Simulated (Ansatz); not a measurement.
CuO:
```cif
data_Cu4O4
_chemical_formula_sum 'Cu4 O4'
_space_group_name_H-M_alt 'P 1'
_space_group_IT_number 1
_cell_length_a 4.35368
_cell_length_b 3.80558
_cell_length_c 5.15496
_cell_angle_alpha 90.000
_cell_angle_beta 90.098
_cell_angle_gamma 90.000
loop_
_space_group_symop_operation_xyz
  'x, y, z'
loop_
_atom_site_label
_atom_site_type_symbol
_atom_site_fract_x
_atom_site_fract_y
_atom_site_fract_z
_atom_site_occupancy
Cu1 Cu 0.00000 0.50000 0.50000 1
Cu2 Cu 0.00000 0.00000 0.00000 1
Cu3 Cu 0.50000 0.50000 0.00000 1
Cu4 Cu 0.50000 0.00000 0.50000 1
O1 O 0.75000 0.24937 0.25000 1
O2 O 0.25000 0.75063 0.75000 1
O3 O 0.25000 0.74937 0.25000 1
O4 O 0.75000 0.25063 0.75000 1
```
The run is spin-polarised, in the one order tried: antiferromagnetic.

This is the r²SCAN-relaxed structure.

All from r²SCAN (plane waves, PAW; program Ansatz), unless another level is named. Give the net moment.

0.00 μB per atom.

Give the Bader charges.

Cu +1.10, O -1.10 e.

Space group Cccm. The start of the workflow was typed in or built on a structure type; the Crystallography Open Database copy checked does not list it. It is not the phase usual at ambient conditions (space group No. 15). The r²SCAN relaxation kept the symmetry of its start, as lowered by the spin order; its stability against distortions is not shown here. Spin order of the final state: antiferromagnetic, the only order run, not a proven ground state. Other orbital occupations within this spin state were not tried. No Hubbard U is applied.

Potentials: the earlier of the program's two PAW sets. The files were generated under PBE; for other functionals the program regenerates the frozen cores, and for LDA and PBEsol the local potential too.
